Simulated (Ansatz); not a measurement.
Input file for Ansatz (a program for electronic structure):

Ansatz 0.2 input:
```yaml
crystal:
  lattice:
    - [0.0, 2.1710988084, 2.1710988084]
    - [2.1710988084, 0.0, 2.1710988084]
    - [2.1710988084, 2.1710988084, 0.0]
  atoms:
    - { symbol: Al, position: [0.0, 0.0, 0.0] }
    - { symbol: N, position: [0.25, 0.25, 0.25] }
kpoints:
  mp_grid: { grid: [11, 11, 11] }
hamiltonian:
  xc: lda
  pseudopotentials: { azcp: { folder: ./paw }, kind: paw }
scf:
  occupations: { method: fixed }
phonons:
  method: dfpt
  response_accuracy: low
  eigenvectors: true
  rigid_motions: translations
  dielectric: true
  raman: true
```

Output (shortened):

```
zone centre: on kpoints.mp_grid the ground state, and the responses unless they are solved on pairs of k-points, stand on 216 of the mesh's 1331 k-points, …
Pseudopotentials: kind: paw
Pseudopotential: Al, paw, valence charge 3
Pseudopotential: N, paw, valence charge 5
Functional definition: SPW92
Crystal: 2 atoms, lattice volume = 20.468 Å³
Basis set: ecut = 420 eV, 411 PW (Γ), exchange–correlation on 48×48×48 points (8 copies of the dense FFT grid, shifted against one another)
Bands: 8, of which v1, the nominal top of the filled ones, is band 4 counted from 1 (3 counted from 0)
Symmetry: 24 space group operations
k-points: 216 of 1331 (irreducible under 4 space group operations, time reversal used)
PAW frozen core: Al, regenerated for the run's functional, and the local potential with it
PAW frozen core: N, regenerated for the run's functional, and the local potential with it
Initial density: superposition of atomic densities (chi_scale 0.1, normalization cell, long waves kept (reshape's long-wave potential 0.00 eV rms))
Initial wavefunctions: pseudopotential atomic-orbital guess
Eigensolver: davidson
Functional: x = slater, c = lda
SCF iter   1: F=—  HF=-891.330651 eV  |F-HF|=—  |Δ(HF+E_count)|=         —  Δρ=1.37e-1  dr2=4.64e0  ethr=3.10e-3  ⟨swp⟩=4.1  Hψ=11281  notcnv=0  defer=4
all-band conjugate gradients solve this SCF's bands
preconditioner: auto → none
SCF iter   2: F=—  HF=-890.058163 eV  |F-HF|=—  |Δ(HF+E_count)|=    1.27e0  Δρ=7.76e-2  dr2=7.50e-1  ethr=3.10e-3  ⟨swp⟩=2.7  Hψ=5391  notcnv=0  defer=304
SCF iter   3: F=—  HF=-889.831607 eV  |F-HF|=—  |Δ(HF+E_count)|=   2.27e-1  Δρ=2.21e-2  dr2=5.17e-2  ethr=3.10e-3  ⟨swp⟩=2.4  Hψ=3757  notcnv=0  defer=389
SCF iter   4: F=—  HF=-889.811235 eV  |F-HF|=—  |Δ(HF+E_count)|=   2.04e-2  Δρ=8.53e-4  dr2=4.76e-5  ethr=6.46e-4  ⟨swp⟩=2.0  Hψ=2469  notcnv=0  defer=430
SCF iter   5: F=—  HF=-889.811206 eV  |F-HF|=—  |Δ(HF+E_count)|=   2.90e-5  Δρ=2.70e-4  dr2=5.49e-6  ethr=5.94e-7  ⟨swp⟩=2.1  Hψ=2596  notcnv=0  defer=414
SCF iter   6: F=—  HF=-889.811203 eV  |F-HF|=—  |Δ(HF+E_count)|=   3.45e-6  Δρ=2.61e-5  dr2=6.56e-8  ethr=6.86e-8  ⟨swp⟩=2.0  Hψ=2592  notcnv=0  defer=20
SCF iter   7: F=—  HF=-889.811202 eV  |F-HF|=—  |Δ(HF+E_count)|=   1.47e-7  Δρ=4.31e-6  dr2=1.68e-9  ethr=8.19e-10  ⟨swp⟩=2.0  Hψ=2456  notcnv=0  defer=12
SCF iter   8: F=-889.811202 eV  HF=-889.811202 eV  |F-HF|=2.27e-13  |Δ(HF+E_count)|=  1.95e-10  Δρ=1.34e-7  dr2=1.42e-12  ethr=1.25e-12  ⟨swp⟩=5.8  Hψ=7658  notcnv=0
SCF 1 converged in 8 iterations: F = -889.811202 eV  dr2 = 1.42e-12
NSCF: frozen V_eff on 6 k-points
DFPT response loops at Γ: preconditioner auto → none (the input reference at scf.mixing.eps_inf says where Resta's filter doesn't serve); β = 0.50 …
── the response to a field inside a basis, on 12×12×12 k-points: an SCF that follows is theirs, and a resumed run solves both again ──
Crystal: 2 atoms, lattice volume = 20.468 Å³
Bands: 5, of which v1, the nominal top of the filled ones, is band 4 counted from 1 (3 counted from 0)
k-points: 182 of 1728 (irreducible under 6 space group operations, time reversal used)
Initial density: handed on by an earlier stage of this run
Initial wavefunctions: pseudopotential atomic-orbital guess (no wavefunctions were taken with the density)
Eigensolver: Dense (182 Hₖ)
SCF iter   1: F=—  HF=-889.813445 eV  |F-HF|=—  |Δ(HF+E_count)|=         —  Δρ=5.13e-4  dr2=6.97e-6  ethr=1.00e-1
all-band conjugate gradients don't solve this SCF's bands (scf.eigensolver.kind)
preconditioner: auto → none
SCF iter   2: F=—  HF=-889.813445 eV  |F-HF|=—  |Δ(HF+E_count)|=   7.27e-7  Δρ=2.50e-4  dr2=2.04e-6  ethr=8.71e-8
SCF iter   3: F=—  HF=-889.813446 eV  |F-HF|=—  |Δ(HF+E_count)|=   7.24e-7  Δρ=8.55e-5  dr2=8.83e-7  ethr=2.55e-8
SCF iter   4: F=—  HF=-889.813446 eV  |F-HF|=—  |Δ(HF+E_count)|=   2.38e-7  Δρ=7.20e-6  dr2=2.82e-9  ethr=1.10e-8
SCF iter   5: F=-889.813446 eV  HF=-889.813446 eV  |F-HF|=1.14e-13  |Δ(HF+E_count)|=  2.47e-10  Δρ=1.19e-7  dr2=7.31e-13  ethr=3.52e-11
SCF 1 converged in 5 iterations: F = -889.813446 eV  dr2 = 7.31e-13
DFPT response loops at Γ: mixed as the last ones told, above
DFPT response loops at Γ: mixed as the last ones told, above
DFPT response loops at Γ: mixed as the last ones told, above
SCF converged after 8 iterations
Free energy (F): -889.811202 eV
Harris-Foulkes:  -889.811202 eV  (|F-HF|=2.27e-13)
Internal energy: -889.811202 eV  (E = F + TS)
E sigma→0 (E₀):  -889.811202 eV
Fermi energy:    6.854819 eV
--- Per-component energies (eV) ---
  E_band       = 14.520781
  E_kinetic    = 156.776355
  E_local      = -208.057183  (includes V_loc(G=0)·N_el)
  E_nonlocal   = 46.757640
  E_hartree    = 75.722088
  E_xc         = -98.121353
  E_vxc        = -106.823265  (∫ρ·V_xc dr)
  E_paw        = -564.660237  (= ΣΔE_a)
  E_vpaw       = -25.577831  (= ΣTr[D̂ρ^β])
  E_aug_tail   = 0.000892  (compensation charges beyond the density's cutoff)
  E_ewald      = -298.365165
  E_core_change = 0.135761  (= ΣΔE_core)
  E_smearing   =  0.000000  (= −TS)
  E_closure    = 0.000000  (closes the sum)
  Σ components = -889.811202   (vs F -889.811202, Δ=0.00e0)
  [band-id]    e_kinetic+e_local+e_nonlocal+2·e_hartree+e_vxc+e_vpaw+e_augmentation_tail = 14.520783   (vs E_band 14.520781, Δ=1.32e-6)
--- Band table (eV; the first three rows and the last of 216) ---
  k-point 0: bands = ["-8.0593", "6.8548", "6.8548", "6.8548", "11.2412", "19.3844", "19.3844", "19.3844"]
  k-point 1: bands = ["-7.9333", "6.1742", "6.8116", "6.8116", "11.7870", "19.0620", "19.5006", "19.5006"]
  k-point 2: bands = ["-7.5700", "4.7451", "6.7001", "6.7001", "12.7869", "18.3629", "19.5074", "19.5074"]
  k-point 215: bands = ["-5.8077", "2.3060", "3.9618", "6.1746", "14.2307", "16.3553", "18.7332", "19.4562"]
  band table: 8 of 8 bands, residual norms ≤ 1.0e-3 eV
--- Phonons (Γ-DFPT): 2 representative perturbations + reference, on 216 of 1331 k-points (Σ response iterations 6) ---
  k mesh reduced under 4 symmetry operations, with k and −k counted as one. Each operation leaves every solved perturbation unchanged …
  ASR residual: 7.854e-5 → 0.000e0 eV/Å²; symmetrization residual: 9.533e-6 eV/Å²
  ASR residual per site (eV/Å²): 3.07e-5 7.85e-5
  Γ frequencies (cm⁻¹): 0.00 0.00 0.00 664.90 664.90 664.90
  ε∞ (high-frequency dielectric tensor):
        4.538533     0.000000     0.000000
        0.000000     4.538533     0.000000
        0.000000     0.000000     4.538533
  ε⁰ (static dielectric tensor: ions relaxed, cell fixed):
        8.356757     0.000000     0.000000
        0.000000     8.356757     0.000000
        0.000000     0.000000     8.356757
  ε⁰ − ε∞ (ionic part):
        3.818223     0.000000     0.000000
        0.000000     3.818223     0.000000
        0.000000     0.000000     3.818223
  softest optical mode at Γ: 664.90 cm⁻¹; the repairs (sum rule, projections) moved no ω² at Γ by more than (1.62 cm⁻¹)²
  Born effective charges Z* (e; rows j = field, columns β = displacement):
    site 0:
         2.54440    0.00000    0.00000
         0.00000    2.54440    0.00000
         0.00000    0.00000    2.54440
    site 1:
        -2.54440    0.00000    0.00000
         0.00000   -2.54440    0.00000
         0.00000    0.00000   -2.54440
  Z* charge neutrality: 8.200e-6 e pre-enforcement
  k-mesh period / interband length: 33.8 Å / 1.66 Å = 20.34 at k = (0.0000, 0.0000, 0.0000), direct gap 4.386 eV — 14 or more, which is no proof of convergence
  Raman tensors (in the event stream and the table raman_tensors.tsv) …
  optical modes at Γ without the LO–TO term, one row a degenerate level:
      ω (cm⁻¹)  modes    IR ((D/Å)²/amu)  static Raman (Å⁴/amu)  depolarisation
        664.90      3            48.5966                16.1341           0.750
  optical modes at Γ + LO–TO along q̂ = [1.0000, 0.0000, 0.0000]:
      ω (cm⁻¹)  modes    IR ((D/Å)²/amu)  static Raman (Å⁴/amu)  depolarisation
        664.90      2            32.3977                10.7560           0.750
        902.23      1            16.1989                 4.9460           0.750
  optical modes at Γ + LO–TO along q̂ = [0.0000, 1.0000, 0.0000]:
      ω (cm⁻¹)  modes    IR ((D/Å)²/amu)  static Raman (Å⁴/amu)  depolarisation
        664.90      2            32.3977                10.7560           0.750
        902.23      1            16.1989                 4.9460           0.750
  optical modes at Γ + LO–TO along q̂ = [0.0000, 0.0000, 1.0000]:
      ω (cm⁻¹)  modes    IR ((D/Å)²/amu)  static Raman (Å⁴/amu)  depolarisation
        664.90      2            32.3977                10.7560           0.750
        902.23      1            16.1989                 4.9460           0.750
```

Cost: around 60 core-seconds (rough) on shared cores.

Space group F-43m (zinc blende). The cell was relaxed with LDA under the symmetry of its start.

Potentials: the earlier of the program's two PAW sets. The files were generated under PBE; for other functionals the program regenerates the frozen cores, and for LDA and PBEsol the local potential too.

Ansatz is a plane-wave DFT program.
